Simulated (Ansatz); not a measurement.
## Calculated Ga-71 NMR of the central transition for CsGa3Se2O6F6

Cell: a measured structure from the Crystallography Open Database (COD), its atoms then relaxed with PBE in this cell.

Space group P6_3mc (No. 186); a = 7.1876, c = 11.8681 Å, γ = 120.00°.

| site | Wyckoff | site symmetry | x | y | z |
| --- | --- | --- | --- | --- | --- |
| Cs | 2b | 3m. | 0.6667 | 0.3333 | 0.0763 |
| Ga | 6c | .m. | 0.6672 | 0.8336 | 0.2702 |
| Se9 | 2a | 3m. | 0.0000 | 0.0000 | 0.4857 |
| Se11 | 2b | 3m. | 0.3333 | 0.6667 | 0.0523 |
| O13 | 6c | .m. | 0.7488 | 0.8744 | 0.4246 |
| O19 | 6c | .m. | 0.5842 | 0.7921 | 0.1130 |
| F25 | 6c | .m. | 0.8705 | 0.7411 | 0.2285 |
| F31 | 6c | .m. | 0.4630 | 0.9260 | 0.3081 |

One atom of each set is listed.

Computed with Ansatz: DFT, r2SCAN, plane waves and PAW, scalar-relativistic, 500 eV cutoff, Γ-centred 4×4×2 k-points, Fermi–Dirac smearing 0.02 eV.

Ga-71 has I = 3/2 and Q = 107.0 mb (Pyykkö 2018); at 23.5 T its Larmor frequency is ν₀ = 306.0 MHz. Only the quadrupole interaction is simulated: positions count from each site's isotropic chemical shift, and shift anisotropy, dipolar and J coupling are left out.

Question: What does the Ga-71 spectrum (static powder) show for each site?

Answer: 

```
site                             first shell  C_Q (MHz)     η  P_Q (MHz)  δ_QIS (ppm)  breadth (kHz)
  Ga  2 O at 1.90–1.94 Å, 4 F at 1.94–1.95 Å      -18.7  0.12       18.7        -93.7            164
```

δ_QIS = −(ν_Q²/30ν₀²)[I(I+1) − 3/4](1 + η²/3) × 10⁶ ppm with ν_Q = 3|C_Q|/[2I(2I−1)]; it falls as 1/B₀² in ppm, and the breadth as 1/B₀ in kHz.

The largest force is 0.6 eV/Å, so the atoms aren't at the calculated equilibrium and relaxing them would move these values.
